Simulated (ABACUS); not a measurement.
# One base run on SiRu2 (Pnma, 12 atoms in the cell; from Materials Project mp-10025, lattice scaled a little) and variants with one or two settings moved

```yaml
crystal:
  lattice:
    - [5.29675, 0.00000, 0.00000]
    - [0.00000, 4.02778, 0.00000]
    - [0.00000, 0.00000, 7.43031]
  atoms:
    - { symbol: Si, position: [0.29964, 0.25000, 0.90225] }
    - { symbol: Si, position: [0.70036, 0.75000, 0.09775] }
    - { symbol: Si, position: [0.20036, 0.75000, 0.40225] }
    - { symbol: Si, position: [0.79964, 0.25000, 0.59775] }
    - { symbol: Ru, position: [0.51386, 0.75000, 0.78778] }
    - { symbol: Ru, position: [0.48614, 0.25000, 0.21222] }
    - { symbol: Ru, position: [0.98614, 0.25000, 0.28778] }
    - { symbol: Ru, position: [0.01386, 0.75000, 0.71222] }
    - { symbol: Ru, position: [0.83351, 0.25000, 0.93467] }
    - { symbol: Ru, position: [0.16649, 0.75000, 0.06533] }
    - { symbol: Ru, position: [0.66649, 0.75000, 0.43467] }
    - { symbol: Ru, position: [0.33351, 0.25000, 0.56533] }
```

Base run A: PBEsol, numerical atomic orbitals DZP (confined pseudo-atomic orbitals; energy shift 0.01 Ry), PseudoDojo 0.4 standard norm-conserving PBEsol (tails mended) pseudopotentials in ABACUS 3.10.1, self-consistent single point.

Its settings: basis = DZP numerical atomic orbitals, energy shift 0.01 Ry; KPT = Gamma 3 4 2 0 0 0; basis_type = lcao; ecutwfc = 100 Ry; smearing_method = mv; smearing_sigma = 0.0199916 Ry; potentials = PseudoDojo 0.4 standard norm-conserving PBEsol (tails mended); symmetry = 1; symmetry_prec = 1e-05; ks_solver = genelpa; scf_nmax = 100; scf_thr = 1.0e-07; mixing_type = broyden.

The atom-centred basis is finite, which shifts total energies, pressures and forces against plane waves. The structure comes from a collection of computed structures, made at another level of theory; the collection holds predicted forms beside known ones. Its lattice was then scaled. No clean gap shows at this smearing width and mesh (spacing up to 0.42 Å⁻¹); the mesh is coarse for partly filled bands, so the values carry mesh errors.

ΔF is the free energy per atom less that of run A. 

```csv
run,change,ΔF (meV/atom),pressure (GPa),largest force (eV/Å),k-points,valence electrons
A,base,0.00,-6.94,0.140,12,144
B,symmetry: 1 → 0; symmetry_prec: 1e-05 → default,0.00,-6.94,0.140,14,144
C,ecutwfc: 100 Ry → 70 Ry,0.03,-6.89,0.138,12,144
D,smearing_sigma: 0.0199916 Ry → 0.0220496 Ry; KPT: Gamma 3 4 2 0 0 0 → Gamma 2 3 2 0 0 0,10.6,-7.04,0.287,8,144
E,smearing_method: mv → gaussian; smearing_sigma: 0.0199916 Ry → 0.0146997 Ry,-10.4,-6.76,0.155,12,144
F,lattice scaled by 0.985,-1.70,6.57,0.283,12,144
G,"2 x 1 x 1 supercell, mesh divided and rounded up; KPT: Gamma 3 4 2 0 0 0 → Gamma 2 4 2 0 0 0",-0.01,-6.95,0.118,12,288
H,atom 5 moved by -0.15 angstrom along z,13.4,-6.66,2.250,12,144
I,scf_nmax: 100 → 200; mixing_beta: default → 0.8,0.00,-6.94,0.140,12,144
J,symmetry: 1 → -1; symmetry_prec: 1e-05 → default,0.00,-6.94,0.140,24,144
```

Run D against A: The free energy goes up by 10.6 meV/atom, the pressure stays near -7.04 GPa while the zz stress (positive for compression) goes from -5.39 to -7.89 GPa and the largest force goes from 0.140 to 0.287 eV/Å.

Run G against A: The free energy stays essentially unchanged (within 1 meV/atom), the pressure hardly changes (-6.94 to -6.95 GPa) and the largest force goes from 0.140 to 0.118 eV/Å.

Run F against A: The free energy drops by 1.7 meV/atom, the pressure goes from -6.94 to 6.57 GPa and the largest force goes from 0.140 to 0.283 eV/Å.

Small differences between rows can be mesh errors.

The atomic orbitals were generated for these runs; they are not ABACUS's published sets and were checked against plane waves on a few crystals only.

“Tails mended”: in these copies of the files the far tail of each local potential was reset to the Coulomb form.
